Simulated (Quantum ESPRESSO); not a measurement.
## Band energies of BiBr$_{3}$ monolayer

```xyz
8
Lattice="7.2006 -0.0057 0.0000 -3.5878 6.2431 0.0000 0.0000 0.0000 16.3000" Properties=species:S:1:pos:R:3 pbc="T T T"
Br    -0.1909     4.0535    -1.6607
Br     3.6110     1.8514    -1.6607
Br     0.0151     0.0260    -1.6640
Br    -2.3119     4.0631     1.6607
Br     4.6747     0.0163     1.6607
Br     1.0700     1.8474     1.6640
Bi     5.9419     1.9744     0.0000
Bi    -1.2439     6.1365     0.0000
```

norm-conserving PBEsol (Quantum ESPRESSO, 66 Ry, no spin-orbit coupling); path ΓXA1YΓ; energies in eV from the valence-band maximum.

| k (1/Å) | point | band 32 | band 33 | band 34 | band 35 | band 36 | band 37 | band 38 | band 39 |
|---|---|---|---|---|---|---|---|---|---|
| 0.00 | Γ | -0.52 | -0.43 | -0.42 | -0.16 | -0.14 | 2.98 | 3.72 | 3.73 |
| 0.19 |  | -0.62 | -0.48 | -0.43 | -0.08 | -0.02 | 3.17 | 3.73 | 3.74 |
| 0.39 |  | -0.54 | -0.47 | -0.44 | -0.07 | -0.04 | 3.30 | 3.68 | 3.92 |
| 0.58 | X | -0.53 | -0.42 | -0.42 | -0.11 | -0.11 | 3.41 | 3.42 | 3.94 |
| 0.78 |  | -0.57 | -0.53 | -0.41 | -0.11 | -0.03 | 3.38 | 3.62 | 3.94 |
| 0.97 |  | -0.57 | -0.53 | -0.41 | -0.11 | -0.03 | 3.38 | 3.62 | 3.94 |
| 1.16 | A1 | -0.53 | -0.42 | -0.42 | -0.11 | -0.11 | 3.41 | 3.42 | 3.94 |
| 1.16 | Y | -0.65 | -0.54 | -0.41 | -0.11 | -0.01 | 3.40 | 3.66 | 3.93 |
| 1.29 |  | -0.58 | -0.52 | -0.45 | -0.08 | 0.00 | 3.37 | 3.73 | 3.83 |
| 1.42 |  | -0.54 | -0.51 | -0.47 | -0.06 | 0.00 | 3.26 | 3.73 | 3.78 |
| 1.54 |  | -0.57 | -0.45 | -0.43 | -0.10 | -0.07 | 3.08 | 3.71 | 3.74 |
| 1.67 | Γ | -0.52 | -0.43 | -0.42 | -0.16 | -0.14 | 2.98 | 3.72 | 3.73 |

The PBEsol gap is indirect, 2.98 eV, from 25 % of the way from Y to Γ to Γ; the smallest direct gap is 3.12 eV. The valence-band maximum lies 7.17 eV below the vacuum level.

Spin-orbit coupling is left out; with 6p states at a band edge it can lower the gap by many tenths of an eV, most of a small gap.

Geometry relaxed with PBEsol.

This is a model layer cut from the bulk structure; whether it is stable on its own was not checked.
